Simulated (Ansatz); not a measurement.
Relaxation of a generated cell, ZrO2 placed in the alpha-cristobalite structure type; 12 atoms in the cell, which starts as P4₁2₁2 (No. 92), tP12; a = b = 5.686 Å, c = 7.904 Å, α = β = γ = 90.00°. All values below come from r2SCAN (plane waves to 500 eV, PAW, scalar-relativistic; Ansatz, an electronic-structure program). Γ-centred k-mesh 4×4×3 on the run's cell (coarser than for final values), Fermi–Dirac smearing 0.05 eV. This is the first round of the run. 

The optimiser's lines from the output (shortened; P is positive under compression):

```
relax step   1: F+E_penalty+E_count = -21344.31281165 eV  Δ(F+E_penalty+E_count) = +0.000e0 eV  max|allowed force component| = 1.680e0 eV/Å  Δτ_max = 0.0000 Å  P = +25.789 GPa  Ω = 255.583 Å³  (8 SCF iters, dr2 threshold 1.00e-7 eV, accepted)
relax step   2: F+E_penalty+E_count = -21347.80256555 eV  Δ(F+E_penalty+E_count) = -3.490e0 eV  max|allowed force component| = 2.845e-1 eV/Å  Δτ_max = 0.0497 Å  P = +2.869 GPa  Ω = 294.375 Å³  (8 SCF iters, dr2 threshold 1.20e-6 eV, accepted)
relax step   3: F+E_penalty+E_count = -21347.89702902 eV  Δ(F+E_penalty+E_count) = -9.446e-2 eV  max|allowed force component| = 1.135e-1 eV/Å  Δτ_max = 0.0261 Å  P = +0.652 GPa  Ω = 303.843 Å³  (7 SCF iters, dr2 threshold 1.20e-6 eV, accepted)
relax step   4: F+E_penalty+E_count = -21348.00467160 eV  Δ(F+E_penalty+E_count) = -1.076e-1 eV  max|allowed force component| = 5.513e-2 eV/Å  Δτ_max = 0.2000 Å  P = -0.276 GPa  Ω = 331.825 Å³  (8 SCF iters, dr2 threshold 1.20e-6 eV, accepted)
relax step   5: F+E_penalty+E_count = -21348.04607068 eV  Δ(F+E_penalty+E_count) = -4.140e-2 eV  max|allowed force component| = 1.893e-2 eV/Å  Δτ_max = 0.1831 Å  P = -0.077 GPa  Ω = 349.537 Å³  (8 SCF iters, dr2 threshold 2.41e-7 eV, accepted)
relax step   6: F+E_penalty+E_count = -21348.04492531 eV  Δ(F+E_penalty+E_count) = +1.145e-3 eV  max|allowed force component| = 4.492e-2 eV/Å  Δτ_max = 0.0934 Å  P = -0.657 GPa  Ω = 358.720 Å³  (8 SCF iters, dr2 threshold 2.24e-8 eV, accepted)
relax step   7: F+E_penalty+E_count = -21348.05344897 eV  Δ(F+E_penalty+E_count) = -8.524e-3 eV  max|allowed force component| = 4.537e-3 eV/Å  Δτ_max = 0.0342 Å  P = -0.018 GPa  Ω = 358.528 Å³  (7 SCF iters, dr2 threshold 1.10e-6 eV, accepted)
relax step   8: F+E_penalty+E_count = -21348.05358005 eV  Δ(F+E_penalty+E_count) = -1.311e-4 eV  max|allowed force component| = 1.408e-3 eV/Å  Δτ_max = 0.0214 Å  P = -0.006 GPa  Ω = 359.765 Å³  (8 SCF iters, dr2 threshold 1.38e-9 eV, accepted)
relax step   9: F+E_penalty+E_count = -21348.05332640 eV  Δ(F+E_penalty+E_count) = +2.536e-4 eV  max|allowed force component| = 4.929e-3 eV/Å  Δτ_max = 0.0349 Å  P = -0.016 GPa  Ω = 361.670 Å³  (10 SCF iters, accepted)
relax step  10: F+E_penalty+E_count = -21348.05290267 eV  Δ(F+E_penalty+E_count) = +4.237e-4 eV  max|allowed force component| = 9.394e-3 eV/Å  Δτ_max = 0.0139 Å  P = -0.088 GPa  Ω = 362.661 Å³  (9 SCF iters, rejected (line search))
relax step  11: F+E_penalty+E_count = -21348.05330753 eV  Δ(F+E_penalty+E_count) = +1.887e-5 eV  max|allowed force component| = 1.789e-3 eV/Å  Δτ_max = 0.0068 Å  P = +0.010 GPa  Ω = 361.913 Å³  (10 SCF iters, accepted)
relax step  12: F+E_penalty+E_count = -21348.17917926 eV  Δ(F+E_penalty+E_count) = -1.259e-1 eV  max|allowed force component| = 1.858e-3 eV/Å  Δτ_max = 0.0000 Å  P = +0.529 GPa  Ω = 361.913 Å³  stress off target by 5.75e-1 GPa  SCF on the basis re-selected at this cell (its energy is not comparable with the rows above)  (8 SCF iters)
relax step  13: F+E_penalty+E_count = -21348.19161806 eV  Δ(F+E_penalty+E_count) = -1.244e-2 eV  max|allowed force component| = 5.022e-2 eV/Å  Δτ_max = 0.0963 Å  P = -0.093 GPa  Ω = 368.628 Å³  (7 SCF iters, dr2 threshold 8.26e-7 eV, accepted)
relax step  14: F+E_penalty+E_count = -21348.17682419 eV  Δ(F+E_penalty+E_count) = +1.479e-2 eV  max|allowed force component| = 7.340e-2 eV/Å  Δτ_max = 0.1451 Å  P = -1.167 GPa  Ω = 375.694 Å³  (8 SCF iters, dr2 threshold 1.58e-7 eV, rejected (line search))
relax step  15: F+E_penalty+E_count = -21348.19897880 eV  Δ(F+E_penalty+E_count) = -7.361e-3 eV  max|allowed force component| = 4.106e-3 eV/Å  Δτ_max = 0.0595 Å  P = -0.017 GPa  Ω = 369.720 Å³  (11 SCF iters, accepted)
relax step  16: F+E_penalty+E_count = -21348.19956089 eV  Δ(F+E_penalty+E_count) = -5.821e-4 eV  max|allowed force component| = 3.393e-3 eV/Å  Δτ_max = 0.0612 Å  P = -0.248 GPa  Ω = 371.398 Å³  (8 SCF iters, dr2 threshold 1.65e-9 eV, accepted)
relax step  17: F+E_penalty+E_count = -21348.20059337 eV  Δ(F+E_penalty+E_count) = -1.032e-3 eV  max|allowed force component| = 6.465e-3 eV/Å  Δτ_max = 0.0100 Å  P = -0.055 GPa  Ω = 370.481 Å³  (6 SCF iters, dr2 threshold 1.95e-7 eV, accepted)
relax step  18: F+E_penalty+E_count = -21348.20089071 eV  Δ(F+E_penalty+E_count) = -2.973e-4 eV  max|allowed force component| = 7.819e-4 eV/Å  Δτ_max = 0.0105 Å  P = +0.002 GPa  Ω = 370.269 Å³  (7 SCF iters, dr2 threshold 1.24e-8 eV, accepted)
relax step  19: F+E_penalty+E_count = -21348.20091765 eV  Δ(F+E_penalty+E_count) = -2.694e-5 eV  max|allowed force component| = 3.370e-3 eV/Å  Δτ_max = 0.0144 Å  P = -0.007 GPa  Ω = 370.329 Å³  (10 SCF iters, accepted)
relax step  20: F+E_penalty+E_count = -21348.20314732 eV  Δ(F+E_penalty+E_count) = -2.230e-3 eV  max|allowed force component| = 3.370e-3 eV/Å  Δτ_max = 0.0000 Å  P = -0.014 GPa  Ω = 370.329 Å³  stress off target by 1.53e-2 GPa  SCF on the basis re-selected at this cell (its energy is not comparable with the rows above)  (7 SCF iters)
```

From the first to the last row the energy changes by -0.32 eV/atom and the volume by +44.9 %. The last row is marked as not comparable with the walk above it, whose basis was carried along; it does compare with step 1, since both stand on a basis selected at the nominal cutoff for their own cell.

Energy and pressure jump between steps 11 and 12 at one geometry, where the plane-wave basis was selected anew. While the cell walks, the set of plane waves is carried along, so its effective cutoff drifts with the strain; re-selecting it at 500 eV moved the energy by -0.010 eV/atom and the pressure by 0.5 GPa. Only step 1 and rows on a re-selected basis compare with each other.

Steps 10, 14 were rejected by the optimiser.

Later rounds, restarted from the end of this one on a renewed k-mesh, logged 4 more steps and released under 1 meV/atom more. The final structure after all rounds: Fd-3m, origin choice 1 (No. 227), cF24, AFLOW prototype A2B_cF24_227_c_a (C9, as in SiO2); a = b = c = 9.0477 Å, α = β = γ = 90.00°. Between re-selections the logged energies stand on a plane-wave basis carried along with the cell. No spin polarisation in the result.

The run could not lose the symmetry of its start, so the end can be a saddle point.

The relaxed structure here is a generated cell of ZrO2: the first start was made by placing the elements on the sites of a structure type, and the end was not matched to a known phase here, so it may be hypothetical. Known forms of ZrO2 include space group No. 14, 137, 225.
